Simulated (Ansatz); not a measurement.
**Find the missing element**

Cell vectors (Å):

```
2.9495 0.0000 0.0000
0.0000 2.9495 0.0000
0.0000 0.0000 3.3839
```

```
atom       a       b       c
  Ti  0.5000  0.5000  0.5000
   X  0.0000  0.0000  0.0000
```

Theory: r²SCAN, PAW on Ansatz 0.2.0's default frozen-core files (fitted under PBE), scalar-relativistic. k mesh 16×16×14, strains of ±0.003, Fermi-Dirac smearing of 0.050 eV.

Elastic constants of a crystal by Kohn-Sham DFT: slopes of the stress over finite engineering strains of the given cell, Voigt indices, Cartesian axes as in the cell vectors.

| index | elastic (GPa) |
| --- | --- |
| 11 | 302.8 |
| 12 | 136.1 |
| 13 | 175.5 |
| 33 | 267.9 |
| 44 | 54.6 |
| 66 | 45.5 |

Q: All X atoms are one element. Which one was computed?

A: Rh; the crystal is TiRh (P4/mmm).

Caveats: frozen-core PAW files fitted under PBE, their cores solved anew for the functional of the run; responses of metals move with mesh and smearing; the softest shear constant rests on one k mesh, and a soft shear can herald a distortion on cooling; elastic stability says nothing of phonons or of other phases.
